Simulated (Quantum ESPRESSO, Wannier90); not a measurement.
# Tight-binding from DFT: WSe₂ (P-6m2, isolated units)

```
begin unit_cell_cart
ang
    3.3179398579    0.0000000000    0.0000000000
   -1.6589699289    2.8734202051    0.0000000000
    0.0000000000    0.0000000000   16.6581400000
end unit_cell_cart
begin atoms_frac
W    0.0000000000  0.0000000000  0.0000000000
Se   0.3333333333 -0.3333333333  0.0997900000
Se   0.3333333333 -0.3333333333 -0.0997900000
end atoms_frac
```

Materials Project entry mp-1023936; symmetrised, unrelaxed at this level. Computed values, not measurements, from PBEsol: Quantum ESPRESSO (norm-conserving PseudoDojo potentials, cutoff 69 Ry, no spin polarisation, no spin-orbit coupling) on a Γ-centred 6×6×4 mesh, then Wannier90. Density: 12×12×1 mesh, cold smearing 0.01 Ry. The cell is built of weakly bound layers, chains or molecules, whose nearest atoms lie 13.33 Å apart, far more than in van der Waals crystals (3.2 to 4.2 Å): it describes nearly isolated units, such as a monolayer, not the bulk crystal. Spin-orbit coupling is left out although heavy elements are present.

Bands 15-16 form an isolated set from -14.75 to -12.39 eV relative to the valence-band maximum (on the path) and are turned into 2 Wannier functions by minimising the spread from the start: atomic waves Se 4s.

**Question.** Where do the functions sit, how wide are they and what are they made of?

**Answer.** 
```tsv
functions	spread (Å²)	nearest atom, distance (Å)	second atom, distance (Å)	weight on atomic waves
2	1.32	Se 0.20	W 2.41	Se 4s 80 %, W 5d 9 %, W 6s 7 %
```

Ω_I = 2.63 Å², Ω_total = 2.63 Å²; the interpolated bands follow pw.x to 0.7 meV rms on the path. Only this start was tried; a symmetric start can stop on a saddle, and mixtures of these functions could lower the total by at most Ω_total − Ω_I.
